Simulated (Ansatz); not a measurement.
# CuAu3: stiffness from a series of strains

```
CELL_PARAMETERS angstrom
3.98000 0.00000 0.00000
0.00000 3.98000 0.00000
0.00000 0.00000 3.98000
ATOMIC_POSITIONS crystal
Cu 0.00000 0.00000 0.00000
Au 0.00000 0.50000 0.50000
Au 0.50000 0.00000 0.50000
Au 0.50000 0.50000 0.00000
```

Atoms are numbered in the order listed.

The geometry is COD entry 1510492, unchecked; take it as a test cell.

Spin–orbit coupling is left out, though it moves levels of the heavy atoms by tenths of an eV or more.

The calculation used DFT, LDA, all-electron LAPW, scalar-relativistic (Ansatz 0.2.0).

Numerical set-up: a Γ-centred 9×9×9 k mesh, Fermi–Dirac smearing of 0.05 eV, basis error target 1 meV/atom, no spin polarisation.

The strain is applied along the Cartesian axes of the cell as listed (the other components stay zero). Fractional coordinates are held (clamped ions).

σ is the change of stress from the unstrained cell, which is at -5.62 GPa; tension is positive, so slopes are stress–strain coefficients at that pressure. In a metal the k mesh adds noise.

Only quantities that a quadratic follows smoothly over the whole series are listed; rougher ones are left out.

```tsv
εxx = εyy	σzz (GPa)	σxx (GPa)
-0.0200	-6.71	-7.58
0.0000	0.00	0.00
0.0100	2.77	3.14
0.0200	5.19	5.91
```

Fit the series and read off the stiffness at zero strain.

Least-squares fits y = p0 + p1 x + p2 x² to the rows give σzz (GPa): p1 = 297, p2 = -1900; σxx (GPa): p1 = 337, p2 = -2100. So 2 C12 = 297 GPa and C11 + C12 = 337 GPa.

One run, at εxx = εyy = -0.0100, is withheld. Predict its row.

The fits give -3.17, -3.59; the run gave -3.20, -3.50.
